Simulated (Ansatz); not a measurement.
KF:
```yaml
crystal:
  lattice:
    - [0.00000, 2.71037, 2.71037]
    - [2.71037, 0.00000, 2.71037]
    - [2.71037, 2.71037, 0.00000]
  atoms:
    - { symbol: K, position: [0.00000, 0.00000, 0.00000] }
    - { symbol: F, position: [0.50000, 0.50000, 0.50000] }
```

Relaxed with PBE. Special points in fractions of this cell's reciprocal vectors: Γ (0.000, 0.000, 0.000); X (0.500, 0.000, 0.500); U (0.625, 0.250, 0.625); K (0.375, 0.375, 0.750); L (0.500, 0.500, 0.500); W (0.500, 0.250, 0.750).

Q: List the band energies nearest the valence-band maximum at these points for plane-wave PAW PBE (Ansatz code).

A: In eV from the valence-band maximum; about four levels below and three above (degenerate sets whole), none deeper than 8.9 eV; points with the same levels are listed once.

```tsv
k	below	above
Γ	0.00 0.00 0.00	5.96 10.55 10.55 10.55
X	-0.23 -0.07 -0.07	8.17 10.07 11.47
U	-0.32 -0.21 -0.19	8.86 10.50 10.82
L	-0.74 -0.31 -0.31	8.90 10.29 11.83 11.83
W	-0.37 -0.17 -0.17	9.59 9.59 10.95
```

Space group Fm-3m (rock salt). The PBE relaxation kept the symmetry of its start.

Potentials: the later of the program's two PAW sets.
